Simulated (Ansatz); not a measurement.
CaSb$_{2}$Te$_{3}$:
```xyz
6
Lattice="4.7244 0.0000 0.0000 -2.3622 4.0915 0.0000 0.0000 0.0000 9.5401" Properties=species:S:1:pos:R:3 pbc="T T T"
Te     0.0000     2.7276     6.4316
Sb     2.3622     1.3638     8.0714
Te     0.0000     0.0000     0.0000
Sb     0.0000     2.7276     1.4687
Te     2.3622     1.3638     3.1085
Ca     0.0000     0.0000     4.7701
```

Relaxed with PBE+D3(BJ). Special points in fractions of this cell's reciprocal vectors: Γ (0.000, 0.000, 0.000); M (0.500, 0.000, 0.000); K (0.333, 0.333, 0.000); A (0.000, 0.000, 0.500); L (0.500, 0.000, 0.500); H (0.333, 0.333, 0.500).

Problem. List the band energies nearest the Fermi level at these points for PBE+D3(BJ) in the plane-wave PAW code Ansatz.

Solution. In eV from the Fermi level; about four levels below and three above (degenerate sets whole), none deeper than 8.9 eV; points with the same levels are listed once.

```
k                          below           above
-  -----------------------------  --------------
Γ        -1.51 -1.43 -1.11 -1.11  0.45 1.32 1.32
M        -2.33 -2.32 -1.52 -0.29  0.36 1.09 1.66
K  -2.82 -2.82 -1.95 -1.95 -1.76  0.24 0.87 0.87
A        -1.66 -0.79 -0.69 -0.69  0.06 0.87 0.87
L        -2.45 -2.20 -1.43 -0.04  0.33 1.50 1.57
H  -3.60 -3.60 -2.52 -1.30 -1.30  0.78 0.78 1.06
```

Space group P-3m1. A made-up cell: these elements were put on the sites of a structure type; neither database checked (COD, Materials Project) lists it. Its standing as an ambient phase is unchecked. The PBE+D3(BJ) relaxation kept the symmetry of its start; of distortions, only those at the zone centre were tested. Scalar-relativistic: spin–orbit coupling is off unless named, which matters more the heavier the elements.

Potentials: the later of the program's two PAW sets.
